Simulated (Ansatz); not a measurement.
A crystal relaxed with r2SCAN in Ansatz has space group Cm (No. 8) and a = 13.547 Å, b = 4.083 Å, c = 7.085 Å, β = 100.0°.

```
atom  site       x       y       z
  Ga    2a  0.0024  0.0000  0.0054
  Ga    2a  0.4976  0.0000  0.4946
  Ga    2a  0.2495  0.5000  0.2502
  Xx    2a  0.2508  0.0000  0.7507
  As    2a  0.4478  0.0000  0.8160
  As    2a  0.4345  0.5000  0.3113
  As    2a  0.1864  0.0000  0.0769
  As    2a  0.1810  0.5000  0.5449
```

The r2SCAN gap is direct at Γ: 0.49 eV. With HSE06 the gap is 0.88 eV and direct, at Γ. With PBE the gap is 0.05 eV and direct, at Γ. (With 0.02 eV of smearing so small a gap leaves both edges partly filled, and it could close between the points sampled.) Meshes: r2SCAN 6×6×4, HSE06 4×4×2, PBE 6×6×4.

Task: Which element is Xx?
A. B
B. Tl
C. In
D. Al

Result: C. Xx is In: InGa₃As₄, ordered on the zincblende lattice (Cm) with 8 atoms a cell. Around Ga lie 4 As at 2.46–2.50 Å; around Ga lie 4 As at 2.45–2.49 Å; around Ga lie 4 As at 2.43–2.47 Å; around In lie 4 As at 2.59–2.63 Å; around As lie 3 Ga at 2.48 Å and 1 In at 2.63 Å; around As lie 4 Ga at 2.47–2.50 Å; around As lie 3 Ga at 2.46 Å and 1 In at 2.61 Å; around As lie 2 Ga at 2.43–2.45 Å and 2 In at 2.59 Å.

No spin polarisation. The prototype was imposed, so other structures may be more stable.

No spin-orbit coupling is included; it can move band edges with weight on the heavy atoms by tenths of an eV.

The meshes of the hybrids are coarse, so their gaps aren't converged to the digits shown.
